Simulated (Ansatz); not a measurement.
A relaxation computed with Ansatz, from input to last step.

```yaml
crystal:
  lattice:
    - [2.9991629743, 0.0, 0.0]
    - [-1.4995814871, 2.5973513258, 0.0]
    - [0.0, 0.0, 12.315127]
  atoms:
    - { symbol: Ni, position: [0.0, 0.0, 0.5], spin: 0.66 }
    - { symbol: Ni, position: [0.0, 0.0, 0.0], spin: 0.66 }
    - { symbol: Ag, position: [0.66666667, 0.33333333, 0.75] }
    - { symbol: Ag, position: [0.33333333, 0.66666667, 0.25] }
    - { symbol: O, position: [0.33333333, 0.66666667, 0.418062] }
    - { symbol: O, position: [0.66666667, 0.33333333, 0.918062] }
    - { symbol: O, position: [0.66666667, 0.33333333, 0.581938] }
    - { symbol: O, position: [0.33333333, 0.66666667, 0.081938] }
basis:
  ecutwfc: 420
kpoints:
  mp_grid: { grid: [12, 12, 4] }
hamiltonian:
  xc: pbesol
scf:
  occupations: { method: gaussian, width: 0.1 }
output:
  forces: true
  stress: true
  eigenvalues: true
  populations: true
magnetization:
  spin_polarized: true
relax:
  adjacent_minimum: "off"
  f_tol: 0.01
  max_steps: 40
```

```bash
ansatz run input.yaml --threads 2 --pin off --max-ram 5120MiB --backend cpu --events-out ev --progress --plain --runs-dir out
```

Computed with DFT PBEsol, scalar-relativistic, plane waves, PAW in Ansatz 0.2.0.

Of 4 frames 4 are shown, positions in Å and forces in eV/Å; the SCF threshold varies from step to step.

```xyz
8
Lattice="2.9992 0.0000 0.0000 -1.4996 2.5974 0.0000 0.0000 0.0000 12.3151" Properties=species:S:1:pos:R:3:forces:R:3 pbc="T T T" step=1 free_energy_over_end_meV_per_atom=13.96
Ni    0.0000    0.0000    6.1576    0.0000    0.0000    0.0000
Ni    0.0000    0.0000    0.0000    0.0000    0.0000    0.0000
Ag    1.4996    0.8658    9.2363    0.0000    0.0000    0.0000
Ag    0.0000    1.7316    3.0788    0.0000    0.0000    0.0000
O     0.0000    1.7316    5.1485    0.0000    0.0000    0.9274
O     1.4996    0.8658   11.3061    0.0000    0.0000    0.9274
O     1.4996    0.8658    7.1666    0.0000    0.0000   -0.9274
O     0.0000    1.7316    1.0091    0.0000    0.0000   -0.9274
8
Lattice="2.9992 0.0000 0.0000 -1.4996 2.5974 0.0000 0.0000 0.0000 12.3151" Properties=species:S:1:pos:R:3:forces:R:3 pbc="T T T" step=2 free_energy_over_end_meV_per_atom=4.87
Ni    0.0000    0.0000    6.1576    0.0000    0.0000    0.0000
Ni    0.0000    0.0000    0.0000    0.0000    0.0000    0.0000
Ag    1.4996    0.8658    9.2363    0.0000    0.0000    0.0000
Ag    0.0000    1.7316    3.0788    0.0000    0.0000    0.0000
O     0.0000    1.7316    5.1732    0.0000    0.0000    0.5433
O     1.4996    0.8658   11.3308    0.0000    0.0000    0.5433
O     1.4996    0.8658    7.1419    0.0000    0.0000   -0.5433
O     0.0000    1.7316    0.9843    0.0000    0.0000   -0.5433
8
Lattice="2.9992 0.0000 0.0000 -1.4996 2.5974 0.0000 0.0000 0.0000 12.3151" Properties=species:S:1:pos:R:3:forces:R:3 pbc="T T T" step=3 free_energy_over_end_meV_per_atom=0.02
Ni    0.0000    0.0000    6.1576    0.0000    0.0000    0.0000
Ni    0.0000    0.0000    0.0000    0.0000    0.0000    0.0000
Ag    1.4996    0.8658    9.2363    0.0000    0.0000    0.0000
Ag    0.0000    1.7316    3.0788    0.0000    0.0000    0.0000
O     0.0000    1.7316    5.2071    0.0000    0.0000    0.0324
O     1.4996    0.8658   11.3646    0.0000    0.0000    0.0324
O     1.4996    0.8658    7.1081    0.0000    0.0000   -0.0324
O     0.0000    1.7316    0.9505    0.0000    0.0000   -0.0324
8
Lattice="2.9992 0.0000 0.0000 -1.4996 2.5974 0.0000 0.0000 0.0000 12.3151" Properties=species:S:1:pos:R:3:forces:R:3 pbc="T T T" step=4 free_energy_over_end_meV_per_atom=0.00
Ni    0.0000    0.0000    6.1576    0.0000    0.0000    0.0000
Ni    0.0000    0.0000    0.0000    0.0000    0.0000    0.0000
Ag    1.4996    0.8658    9.2363    0.0000    0.0000    0.0000
Ag    0.0000    1.7316    3.0788    0.0000    0.0000    0.0000
O     0.0000    1.7316    5.2092    0.0000    0.0000    0.0007
O     1.4996    0.8658   11.3667    0.0000    0.0000    0.0007
O     1.4996    0.8658    7.1059    0.0000    0.0000   -0.0007
O     0.0000    1.7316    0.9484    0.0000    0.0000   -0.0007
```

It took 93 s on 2 threads of Arm Neoverse V1 (shared host), peak memory 0.75 GiB.

Moments started parallel, and an antiferromagnetic order may lie lower.